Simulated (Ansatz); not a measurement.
Relaxed-ion elastic tensor of FeS2 in space group Pnnm (No. 58; Fe on 2a, S on 4g) in GPa (Voigt order), LDA (plane waves, PAW; program Ansatz); density 5.23 g/cm³, 12.70 Å³ per atom.

```
 334  52.6   137   0.0   0.0   0.0
52.6   479  58.4   0.0   0.0   0.0
 137  58.4   364   0.0   0.0   0.0
 0.0   0.0   0.0   109   0.0   0.0
 0.0   0.0   0.0   0.0   173   0.0
 0.0   0.0   0.0   0.0   0.0   174
```

### Question
Is the crystal mechanically stable?

### Answer
Yes: the smallest eigenvalue of C is 109 GPa.

### Question
Work out the Voigt, Reuss and Hill averages.

### Answer
K_V = 186, K_R = 185, K_H = 185; G_V = 153, G_R = 142, G_H = 148 GPa.

### Question
Give Young's modulus, Poisson's ratio, Pugh's ratio and the universal anisotropy index.

### Answer
E = 9KG/(3K + G) = 350 GPa; ν = 0.19; K/G = 1.25 (brittle by the Pugh limit of 1.75); A_U = 5G_V/G_R + K_V/K_R − 6 = 0.38.

### Question
Estimate the sound speeds and the Debye temperature.

### Answer
v_l = √((K + 4G/3)/ρ) = 8550 m/s, v_t = √(G/ρ) = 5320 m/s, mean 5860 m/s; Θ = (h/k)(3n/4πV)^(1/3) v_m = 748 K.

### Question
Solve the Christoffel equation for the three sound speeds along x, y, z.

### Answer
Eigenvalues of C_ijkl n_j n_l equal ρv². In km/s, slowest first: x 5.75, 5.77, 7.99; y 4.56, 5.77, 9.57; z 4.56, 5.75, 8.34.

### Question
How much does each axis shrink under pressure?

### Answer
Linear compressibilities β_i = Σ_j S_ij (j = 1 to 3): x 2.0, y 1.7, z 1.7 per TPa.

The cell was relaxed with LDA under the symmetry of its start; phonons on a q-mesh show no instability. The run is not spin-polarised.

Potentials: the later of the program's two PAW sets.
